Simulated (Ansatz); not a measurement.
Relaxed-ion elastic tensor of Y (simple cubic, Pm-3m) in GPa (Voigt order), the program Ansatz at the PBE level (PAW); density 4.23 g/cm³, 34.88 Å³ per atom.

```csv
,1,2,3,4,5,6
1,45.0,16.6,16.6,0.0,0.0,0.0
2,16.6,45.0,16.6,0.0,0.0,0.0
3,16.6,16.6,45.0,0.0,0.0,0.0
4,0.0,0.0,0.0,-19.8,0.0,0.0
5,0.0,0.0,0.0,0.0,-19.8,0.0
6,0.0,0.0,0.0,0.0,0.0,-19.8
```

Q: Is the crystal mechanically stable?

A: No: the smallest eigenvalue of C is -19.8 GPa.

A made-up cell: these elements were put on the sites of a structure type; neither database checked (COD, Materials Project) lists it. It is not the phase usual at ambient conditions (space group No. 194). Symmetry was held in the PBE relaxation. At this level the phase is dynamically unstable (imaginary phonons). No spin polarisation was allowed. As this level gives no gap, shear constants depend on the k-mesh and smearing (Fermi–Dirac, 0.1 eV here).

Potentials: the later of the program's two PAW sets.
